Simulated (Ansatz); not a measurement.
GaSb (F-43m): the size of the finite step

```
Ga Sb
1.0
     0.00000    3.02526    3.02526
     3.02526    0.00000    3.02526
     3.02526    3.02526    0.00000
Ga Sb
1 1
Direct
  0.00000 0.00000 0.00000
  0.75000 0.75000 0.75000
```

Unless marked otherwise, the numbers come from LDA, PAW on Ansatz 0.2.0's default frozen-core files (fitted under PBE), scalar-relativistic. k mesh 12×12×12, strains of ±0.003, Fermi-Dirac smearing of 0.080 eV, cutoff 420 eV. The cell was relaxed by PAW under this functional.

(1) Elastic constants come from stresses at strains of ±0.003 (and twice that, four-point stencil): C11 = 86.2, C12 = 39.7, C44 = 41.5 GPa. What does an amplitude of 0.0002 give?

Answers

(1) C11 = 86.2, C12 = 39.7, C44 = 41.4 GPa. Nothing moves by 1 %. Steps under 0.001 aren't safe in general, since the basis can change from cell to cell and the noise grows as 1/δ.

Keep in mind: frozen-core PAW files fitted under PBE, their cores solved anew for the functional of the run; the gap is closed or tiny at this level, so small that the run used smearing; responses move with mesh and smearing.
